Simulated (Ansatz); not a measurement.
ZrGeS (space group P4/nmm)

```yaml
crystal:
  lattice:
    - [3.57543, 0.00000, 0.00000]
    - [0.00000, 3.57543, 0.00000]
    - [0.00000, 0.00000, 7.93433]
  atoms:
    - { symbol: Zr, position: [0.00000, 0.50000, 0.72348] }
    - { symbol: Zr, position: [0.50000, 0.00000, 0.27652] }
    - { symbol: Ge, position: [0.50000, 0.50000, 0.00000] }
    - { symbol: Ge, position: [0.00000, 0.00000, 0.00000] }
    - { symbol: S, position: [0.00000, 0.50000, 0.37984] }
    - { symbol: S, position: [0.50000, 0.00000, 0.62016] }
```

The slice is a (001) plane (indices of the conventional cell) through the point (0.000, 0.500, 0.380) (fractional), spanned by u = [100] and v = [010] in vectors of this cell: u (3.58 Å) and v (3.58 Å, at 90° to u). It covers one period; positions are fractions (u, v).

All values below come from LDA (plane waves to 420 eV, PAW, scalar-relativistic; Ansatz, a quantum-chemistry and plane-wave program). k mesh 13×13×6. These are valence fields of a PAW run, semicore shells included where kept as valence: close to a nucleus they are smooth pseudo fields. ZrGeS is run without spin polarisation. ZrGeS was relaxed with its symmetry unable to fall.

Problem. Sketch the valence electron density on this plane as a map.

Solution. 
```
|67899999988777666667778899999987|
|88999999988777666667778899999998|
|99999999888777666667778889999999|
|99999999888777666667778889999999|
|99999998887777666667777888999999|
|99999988887777666667777888899999|
|99999888877777777777777788889999|
|99988888777777777777777778888899|
|88888887777777777777777777888888|
|88888777777778888888777777778888|
|77777777777788888888877777777777|
|77777777777888999998887777777777|
|77777777778889999999888777777777|
|66666667778899999999988777666666|
|66666667778899999999988777666666|
|66666667778899999999988777666666|
|66666667778899999999988777666666|
|66666667778899999999988777666666|
|77777777778889999999888777777777|
|77777777777888999998887777777777|
|77777777777788888888877777777777|
|88888777777778888888777777778888|
|88888887777777777777777777888888|
|99988888777777777777777778888899|
|99999888877777777777777788889999|
|99999988887777666667777888899999|
|99999998887777666667777888999999|
|99999999888777666667778889999999|
|99999999888777666667778889999999|
|88999999988777666667778899999998|
|67899999988777666667778899999987|
|06899999988777666667778899999986|
```
Scale: ten equal steps from -3.00 (start of '0') to 0.14 (end of '9'), in the order '0123456789'. Values: log₁₀ of the valence density in e/Å³. The map has 32 points along u (one character each, u = 0 at the left) and 32 along v (v = 0 in the bottom row). The scale is logarithmic, as a density can span decades between atoms and voids; values under 0.001 e/Å³ are set to 0.001.
